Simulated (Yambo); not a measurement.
## SnGeSe2: sweep of GW parameters

G0W0@PBEsol for SnGeSe$_{2}$ (space group Pmc2_1, No. 26) in Yambo. Reference settings: 4×2×1 Γ-centred k mesh, bands 21 to 327 and a 7 Ry block in the screening, 327 bands in G with the Bruneval-Gonze terminator, plasmon pole fitted at 27.2 eV. The PBEsol gap (0, -0.5, 0) → Γ on this mesh is 0.81 eV; G0W0 gaps are taken between the same points.

| change from the reference | G0W0 gap (0, -0.5, 0) → Γ (eV) | shift of the valence edge (eV) | rough Yambo cost |
|---|---|---|---|
| reference settings | 1.19 | -0.60 | 1 |
| 140 bands in W, 140 bands in G | 1.15 | -0.29 | about 1/3 |
| 220 bands in W, 220 bands in G | 1.18 | -0.50 | within a factor of two |
| 1 Ry block | 1.07 | -0.09 | about 1/3 |
| 140 bands in G, no terminator | 1.12 | -0.10 | – |
| no terminator | 1.18 | -0.51 | – |

The reference isn't shown to be the converged limit. Costs are rough (shared machines), scaled to the same edge states, and given only for runs that recompute the screening. The mesh misses a band edge: along a dense path the PBEsol gap is 0.51 eV against 0.81 eV on the mesh.

Spin-orbit splittings are left out.

The standard potentials for Ge, Se, Sn keep a d shell in the valence without the s and p states of that shell. In tests on such compounds this moved G0W0 gaps by up to about 0.9 eV, so absolute quasiparticle energies here are unreliable; differences between settings are what counts.

Geometry relaxed with PBE+D3(BJ); primitive cell a = 4.051 Å, b = 4.368 Å, c = 11.342 Å, α = β = γ = 90.00°.

The structure is a Materials Project entry; no match was found in the copy of COD used, and its stability was not checked.

A shift is the quasiparticle energy of the state minus its PBEsol energy.
